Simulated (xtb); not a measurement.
xtb single point, GFN2-xTB, GBSA implicit water, on ethylene carbonate, C3H4O3 (SMILES O=C1OCCO1), charge 0, multiplicity 1.

```
xtb m.xyz --gfn 2 --chrg 0 --uhf 0 --norestart --sp --gbsa water

10

O     -1.894011    -0.000012     0.000008
C     -0.710094    -0.000008    -0.000006
O      0.051941     1.108056     0.002362
C      1.425003     0.771252    -0.000160
C      1.425004    -0.771255     0.000161
O      0.051958    -1.108070    -0.002376
H      1.893994     1.195874     0.891357
H      1.890468     1.195288    -0.893885
H      1.894011    -1.195874    -0.891351
H      1.890480    -1.195286     0.893885
```

The program's output:

```

          ...................................................
          :                      SETUP                      :
          :.................................................:
          :  # basis functions                  28          :
          :  # atomic orbitals                  28          :
          :  # shells                           16          :
          :  # electrons                        34          :
          :  max. iterations                   250          :
          :  Hamiltonian                  GFN2-xTB          :
          :  restarted?                      false          :
          :  GBSA solvation                   true          :
          :  PC potential                    false          :
          :  electronic temp.          300.0000000     K    :
          :  accuracy                    1.0000000          :
          :  -> integral cutoff          0.2500000E+02      :
          :  -> integral neglect         0.1000000E-07      :
          :  -> SCF convergence          0.1000000E-05 Eh   :
          :  -> wf. convergence          0.1000000E-03 e    :
          :  Broyden damping             0.4000000          :
          :  net charge                          0          :
          :  unpaired electrons                  0          :
          ...................................................

 iter      E             dE          RMSdq      gap      omega  full diag
   1    -20.8133342 -0.208133E+02  0.592E+00    5.93       0.0  T
   2    -20.8557820 -0.424478E-01  0.307E+00    5.61       1.0  T
   3    -20.8562233 -0.441268E-03  0.127E+00    5.98       1.0  T
   4    -20.8571446 -0.921288E-03  0.175E-01    5.85       1.0  T
   5    -20.8572336 -0.890153E-04  0.843E-02    5.87       1.0  T
   6    -20.8572374 -0.376039E-05  0.292E-02    5.86       1.1  T
   7    -20.8572381 -0.717320E-06  0.632E-03    5.86       5.0  T
   8    -20.8572381 -0.512664E-07  0.126E-03    5.86      25.1  T
   9    -20.8572381 -0.247235E-08  0.630E-04    5.86      50.2  T
  10    -20.8572381 -0.215272E-08  0.145E-04    5.86     218.1  T

   *** convergence criteria satisfied after 10 iterations ***

         #    Occupation            Energy/Eh            Energy/eV
      -------------------------------------------------------------
         1        2.0000           -0.7885929             -21.4587
       ...           ...                  ...                  ...
        11        2.0000           -0.5612702             -15.2729
        12        2.0000           -0.5592544             -15.2181
        13        2.0000           -0.5389712             -14.6662
        14        2.0000           -0.5061852             -13.7740
        15        2.0000           -0.4785615             -13.0223
        16        2.0000           -0.4701505             -12.7934
        17        2.0000           -0.4487722             -12.2117 (HOMO)
        18                         -0.2334245              -6.3518 (LUMO)
        19                         -0.0180629              -0.4915
        20                          0.0074873               0.2037
        21                          0.0668186               1.8182
        22                          0.0963640               2.6222
       ...                                ...                  ...
        28                          0.6770212              18.4227
      -------------------------------------------------------------
                  HL-Gap            0.2153477 Eh            5.8599 eV
             Fermi-level           -0.3410983 Eh           -9.2818 eV


         :::::::::::::::::::::::::::::::::::::::::::::::::::::
         ::                     SUMMARY                     ::
         :::::::::::::::::::::::::::::::::::::::::::::::::::::
         :: total energy             -20.695843586881 Eh    ::
         :: total w/o Gsasa/hb       -20.695821997390 Eh    ::
         :: gradient norm              0.039062929803 Eh/a0 ::
         :: HOMO-LUMO gap              5.859908384162 eV    ::
         ::.................................................::
         :: SCC energy               -20.857235734800 Eh    ::
         :: -> isotropic ES            0.076348161114 Eh    ::
         :: -> anisotropic ES          0.001009873236 Eh    ::
         :: -> anisotropic XC         -0.001996719494 Eh    ::
         :: -> dispersion             -0.005015099645 Eh    ::
         :: -> Gsolv                  -0.012994988276 Eh    ::
         ::    -> Gelec               -0.012973398784 Eh    ::
         ::    -> Gsasa                0.000568187687 Eh    ::
         ::    -> Ghb                 -0.002447220305 Eh    ::
         ::    -> Gshift               0.001857443127 Eh    ::
         :: repulsion energy           0.161392147919 Eh    ::
         :: add. restraining           0.000000000000 Eh    ::
         :: total charge              -0.000000000000 e     ::
         :::::::::::::::::::::::::::::::::::::::::::::::::::::

[... lines cut ...]
        20                          0.0074873               0.2037
        21                          0.0668186               1.8182
        22                          0.0963640               2.6222
        23                          0.1099933               2.9931
        24                          0.1552046               4.2233
        25                          0.1909925               5.1972
        26                          0.2580558               7.0221
        27                          0.3039666               8.2714
        28                          0.6770212              18.4227
      -------------------------------------------------------------
                  HL-Gap            0.2153477 Eh            5.8599 eV
             Fermi-level           -0.3410983 Eh           -9.2818 eV

     #   Z          covCN         q      C6AA      α(0)
     1   8 O        0.856    -0.450    22.704     6.388
     2   6 C        2.712     0.497    18.780     7.094
     3   8 O        1.706    -0.279    18.622     5.826
     4   6 C        3.748     0.051    19.790     6.345
     5   6 C        3.748     0.051    19.790     6.345
     6   8 O        1.706    -0.279    18.622     5.826
     7   1 H        0.924     0.102     1.764     2.077
     8   1 H        0.924     0.102     1.766     2.078
     9   1 H        0.924     0.102     1.764     2.077
    10   1 H        0.924     0.102     1.766     2.078

 Mol. C6AA /au·bohr⁶  :       1014.088709
 Mol. C8AA /au·bohr⁸  :      22318.139970
 Mol. α(0) /au        :         46.135764

Wiberg/Mayer (AO) data.
largest (>0.10) Wiberg bond orders for each atom

 ---------------------------------------------------------------------------
     #   Z sym  total        # sym  WBO       # sym  WBO       # sym  WBO
 ---------------------------------------------------------------------------
     1   8 O    2.015 --     2 C    1.691     3 O    0.140     6 O    0.140
     2   6 C    3.925 --     1 O    1.691     3 O    1.095     6 O    1.095
     3   8 O    2.280 --     2 C    1.095     4 C    0.947     1 O    0.140
     4   6 C    3.902 --     5 C    0.987     7 H    0.965     8 H    0.965
                             3 O    0.947
     5   6 C    3.902 --     4 C    0.987     9 H    0.965    10 H    0.965
                             6 O    0.947
     6   8 O    2.280 --     2 C    1.095     5 C    0.947     1 O    0.140
     7   1 H    0.990 --     4 C    0.965
     8   1 H    0.990 --     4 C    0.965
     9   1 H    0.990 --     5 C    0.965
    10   1 H    0.990 --     5 C    0.965
 ---------------------------------------------------------------------------


molecular dipole:
                 x           y           z       tot (Debye)
 q only:        2.622       0.000      -0.000
   full:        2.690       0.000      -0.000       6.838
molecular quadrupole (traceless):
                xx          xy          yy          xz          yz          zz
 q only:        0.575       0.000      -1.266       0.000      -0.008       0.691
  q+dip:       -3.094      -0.000      -1.439       0.000      -0.015       4.533
   full:       -2.277      -0.000      -1.661       0.000      -0.015       3.938

           -------------------------------------------------
          | TOTAL ENERGY              -20.695843586881 Eh   |
          | GRADIENT NORM               0.039062929803 Eh/α |
          | HOMO-LUMO GAP               5.859908384162 eV   |
           -------------------------------------------------
```

The total energy is -563.16 eV, -0.26 eV from the same level's vacuum run.
